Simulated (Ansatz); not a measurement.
Geometry optimisation in Ansatz: input, command and trajectory.

```yaml
crystal:
  lattice:
    - [4.9027609835, 0.0, 0.0]
    - [-2.4513804918, 4.2459155604, 0.0]
    - [0.0, 0.0, 4.7255239314]
  atoms:
    - { symbol: Sb, position: [0.3333333333, 0.6666666667, 0.25] }
    - { symbol: P, position: [0.25, 0.3676593332, 0.6134454346] }
    - { symbol: P, position: [0.1176593332, 0.75, 0.6134454346] }
    - { symbol: P, position: [0.6323406668, 0.8823406668, 0.6134454346] }
basis:
  ecutwfc: 420
kpoints:
  mp_grid: { grid: [6, 6, 4] }
hamiltonian:
  xc: pbe
scf:
  occupations: { method: gaussian, width: 0.1 }
  lower_state_search: "off"
output:
  forces: true
  stress: true
  eigenvalues: true
relax:
  adjacent_minimum: "off"
  f_tol: 0.04
  max_steps: 70
  cell: { stress_tol: 0.4 }
```

```bash
ansatz run input.yaml --threads 1 --pin off --max-ram 2560MiB --backend cpu --events-out ev --progress --plain --runs-dir out
```

Method: DFT PBE, scalar-relativistic, plane waves, PAW in Ansatz.

Of 13 frames 10 are shown, positions in Å and forces in eV/Å; the SCF threshold varies from step to step. Steps run on the plane waves of an earlier cell, with a Pulay correction in the pressure. The basis is chosen afresh for the last frame, the zero of the energies, and at times for earlier ones too; energy and pressure step there, also at an unchanged geometry. Here that happened at step 9 (-18 meV/atom, 0.7 GPa); the frames before carry an error of that size. The end is built of molecules, and without a dispersion correction their distances are poorly fixed.

```xyz
4
Lattice="4.9028 0.0000 0.0000 -2.4514 4.2459 0.0000 0.0000 0.0000 4.7255" Properties=species:S:1:pos:R:3:forces:R:3 pbc="T T T" step=1 free_energy_over_end_meV_per_atom=1007.81 pressure_GPa=28.11
Sb    0.0000    2.8306    1.1814    0.0000    0.0000  -15.5841
P     0.3244    1.5611    2.8989    0.7340   -2.3845    5.1947
P    -1.2617    3.1844    2.8989   -2.4320    0.5566    5.1947
P     0.9373    3.7463    2.8989    1.6980    1.8279    5.1947
4
Lattice="4.9421 0.0000 0.0000 -2.4711 4.2800 0.0000 0.0000 0.0000 4.8741" Properties=species:S:1:pos:R:3:forces:R:3 pbc="T T T" step=2 free_energy_over_end_meV_per_atom=285.87 pressure_GPa=9.60
Sb    0.0000    2.8533    1.0176    0.0000    0.0000   -2.4548
P     0.3281    1.5822    3.0570    0.0351    0.3687    0.8183
P    -1.2648    3.2047    3.0570    0.3018   -0.2148    0.8183
P     0.9368    3.7730    3.0570   -0.3369   -0.1539    0.8183
4
Lattice="5.2819 0.0000 0.0000 -2.6410 4.5743 0.0000 0.0000 0.0000 5.2714" Properties=species:S:1:pos:R:3:forces:R:3 pbc="T T T" step=4 free_energy_over_end_meV_per_atom=65.24 pressure_GPa=1.99
Sb    0.0000    3.0495    1.1046    0.0000    0.0000    0.1951
P     0.3366    1.8176    3.3048    0.1054   -0.0427   -0.0651
P    -1.2352    3.3739    3.3048   -0.0897   -0.0699   -0.0651
P     0.8985    3.9570    3.3048   -0.0157    0.1126   -0.0651
4
Lattice="5.4710 0.0000 0.0000 -2.7355 4.7380 0.0000 0.0000 0.0000 5.4263" Properties=species:S:1:pos:R:3:forces:R:3 pbc="T T T" step=5 free_energy_over_end_meV_per_atom=39.84 pressure_GPa=0.63
Sb    0.0000    3.1587    1.1926    0.0000    0.0000   -0.0112
P     0.3563    1.9321    3.3834    0.0863   -0.0953    0.0038
P    -1.2404    3.4633    3.3834   -0.1256   -0.0271    0.0038
P     0.8840    4.0805    3.3834    0.0394    0.1223    0.0038
4
Lattice="5.5323 0.0000 0.0000 -2.7661 4.7911 0.0000 0.0000 0.0000 5.4729" Properties=species:S:1:pos:R:3:forces:R:3 pbc="T T T" step=6 free_energy_over_end_meV_per_atom=37.64 pressure_GPa=0.09
Sb    0.0000    3.1941    1.2198    0.0000    0.0000   -0.0577
P     0.3740    1.9693    3.4068    0.0504   -0.0089    0.0192
P    -1.2477    3.4825    3.4068   -0.0329   -0.0392    0.0192
P     0.8737    4.1304    3.4068   -0.0175    0.0481    0.0192
4
Lattice="5.4963 0.0000 0.0000 -2.7481 4.7599 0.0000 0.0000 0.0000 5.4834" Properties=species:S:1:pos:R:3:forces:R:3 pbc="T T T" step=8 free_energy_over_end_meV_per_atom=32.15 pressure_GPa=0.01
Sb    0.0000    3.1733    1.2229    0.0000    0.0000   -0.0036
P     0.6224    2.0548    3.4131    0.0035    0.0013    0.0012
P    -1.2798    3.1935    3.4131   -0.0006   -0.0037    0.0012
P     0.6574    4.2715    3.4131   -0.0029    0.0024    0.0012
4
Lattice="5.4963 0.0000 0.0000 -2.7481 4.7599 0.0000 0.0000 0.0000 5.4834" Properties=species:S:1:pos:R:3:forces:R:3 pbc="T T T" step=9 free_energy_over_end_meV_per_atom=13.97 pressure_GPa=0.75
Sb    0.0000    3.1733    1.2229    0.0000    0.0000    0.0120
P     0.6224    2.0548    3.4131    0.0009    0.0058   -0.0040
P    -1.2798    3.1935    3.4131    0.0046   -0.0037   -0.0040
P     0.6574    4.2715    3.4131   -0.0055   -0.0021   -0.0040
4
Lattice="5.6481 0.0000 0.0000 -2.8240 4.8914 0.0000 0.0000 0.0000 5.5870" Properties=species:S:1:pos:R:3:forces:R:3 pbc="T T T" step=10 free_energy_over_end_meV_per_atom=5.33 pressure_GPa=0.31
Sb    0.0000    3.2609    1.2757    0.0000    0.0000    0.0469
P     0.6335    2.1475    3.4677   -0.0096    0.0187   -0.0156
P    -1.2810    3.2689    3.4677    0.0210   -0.0010   -0.0156
P     0.6474    4.3663    3.4677   -0.0114   -0.0177   -0.0156
4
Lattice="5.8663 0.0000 0.0000 -2.9331 5.0804 0.0000 0.0000 0.0000 5.7425" Properties=species:S:1:pos:R:3:forces:R:3 pbc="T T T" step=12 free_energy_over_end_meV_per_atom=1.93 pressure_GPa=-0.02
Sb    0.0000    3.3869    1.3586    0.0000    0.0000    0.0252
P     0.6368    2.2751    3.5484   -0.0034    0.0064   -0.0084
P    -1.2812    3.3914    3.5484    0.0073   -0.0002   -0.0084
P     0.6445    4.4943    3.5484   -0.0038   -0.0062   -0.0084
4
Lattice="5.8663 0.0000 0.0000 -2.9331 5.0804 0.0000 0.0000 0.0000 5.7425" Properties=species:S:1:pos:R:3:forces:R:3 pbc="T T T" step=13 free_energy_over_end_meV_per_atom=0.00 pressure_GPa=0.03
Sb    0.0000    3.3869    1.3586    0.0000    0.0000    0.0279
P     0.6368    2.2751    3.5484   -0.0047    0.0086   -0.0093
P    -1.2812    3.3914    3.5484    0.0098   -0.0003   -0.0093
P     0.6445    4.4943    3.5484   -0.0051   -0.0084   -0.0093
```

The start is a random arrangement. The cell swells from 24.6 to 42.8 Å³ an atom, so the end can be far from any stable crystal. At the end the space group is P31m (tolerance 0.05 Å).

The run took 91 s on 1 thread of Intel(R) Xeon(R) Platinum 8375C CPU @ 2.90GHz (Ice Lake), on a shared host, peak memory 0.46 GiB.

The k mesh is coarse.